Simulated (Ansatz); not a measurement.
**Mg₂Al₃CrS₈ — quadrupolar parameters**

The cell is a computed structure from the Materials Project (it need not be an observed phase).

```
Mg Al Cr S
1.0
     3.60885    2.08357    5.92604
    -3.60885    2.08357    5.92604
     0.00000   -4.16715    5.92604
Mg Al Cr S
2 3 1 8
Cartesian
  0.0000 0.0000 15.5469
  0.0000 0.0000 2.2313
  -1.8044 -1.0418 5.9260
  0.0000 2.0836 5.9260
  1.8044 -1.0418 5.9260
  0.0000 0.0000 8.8891
  -1.6236 -0.9374 10.4414
  0.0000 -1.8747 7.3367
  0.0000 0.0000 4.6542
  -1.6236 0.9374 7.3367
  0.0000 0.0000 13.1239
  1.6236 -0.9374 10.4414
  1.6236 0.9374 7.3367
  0.0000 1.8747 10.4414
```

Sites (sets of like atoms) are named by element and the number of their first atom in this list.

Computed with Ansatz: DFT, r2SCAN, plane waves and PAW, scalar-relativistic, collinear spin, 500 eV cutoff, Γ-centred 5×5×5 k-points, Fermi–Dirac smearing 0.02 eV. Start moments as typed (μB): 3 on each Cr, none on the rest.

Conventions: |V_zz| ≥ |V_yy| ≥ |V_xx|, η = (V_xx − V_yy)/V_zz, C_Q = eQV_zz/h. ν_Q = 3|C_Q|/[2I(2I − 1)].

²⁵Mg: I = 5/2, Q = 199.4 mb; ²⁷Al: I = 5/2, Q = 146.6 mb; 53Cr: I = 3/2, Q = -150.0 mb; ³³S: I = 3/2, Q = -69.40 mb. Q values from Pyykkö, Mol. Phys. 116, 1328 (2018).

Q: Which values are expected at the nuclei?

A: 

| site | atoms (order as listed) | first shell | C_Q (MHz) | η | ν_Q (MHz) |
| --- | --- | --- | --- | --- | --- |
| Mg | 1, 2 | 4 S at 2.42–2.43 Å | -0.432 | 0.00 | 0.065 |
| Al | 3, 4, 5 | 6 S at 2.44 Å | -1.19 | 0.05 | 0.179 |
| Cr | 6 | 6 S at 2.43 Å | 2.38 | 0.00 | 1.19 |
| S7 | 7, 8, 10, 12, 13, 14 | 1 Cr at 2.43 Å, 1 Mg at 2.43 Å, 2 Al at 2.44 Å | 2.85 | 0.67 | 1.42 |
| S9 | 9, 11 | 1 Mg at 2.42 Å, 3 Al at 2.44 Å | 2.26 | 0.00 | 1.13 |

An axis of threefold or higher order runs through Mg, Cr and S9, so V_zz lies along it and η is zero.

The program didn't check the stability of this electronic state in full, so a lower one may lie near. With these PAW files V_zz is typically within 2 to 3 % of all-electron values, but misses above 10 % occur on Al. All moments are parallel here, as the start or the cell imposes; many such compounds order antiparallel, where fields and spin densities carried over to other atoms largely cancel. The magnetic order is the one that the run reached from its start moments, not necessarily the measured one.
